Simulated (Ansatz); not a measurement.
The calculation used DFT, PBEsol, plane waves (420 eV) with PAW, scalar-relativistic in Ansatz. The PAW files were generated under PBE, with cores re-solved for the functional.

An element in the diamond structure gives this curve. The cell is scaled uniformly from the relaxed one, with fractional coordinates and shape fixed. Energies are extrapolated to zero smearing, pressures are those at the given smearing. Magnetic state: spin not included.

```tsv
V (Å³/atom)	E − E₀ (meV/atom)	P (GPa)
23.927	73.7	8.07
25.015	30.4	4.81
26.103	7.0	2.13
27.190	0.0	-0.10
28.278	6.8	-1.95
29.365	25.1	-3.49
30.453	53.0	-4.76
```

(1) Which element is it?
A. arsenic
B. platinum
C. zirconium
D. niobium

Results:

(1) A. Its fit is V₀ = 27.16 Å³/atom, B₀ = 51 GPa, B₀′ = 3.5.
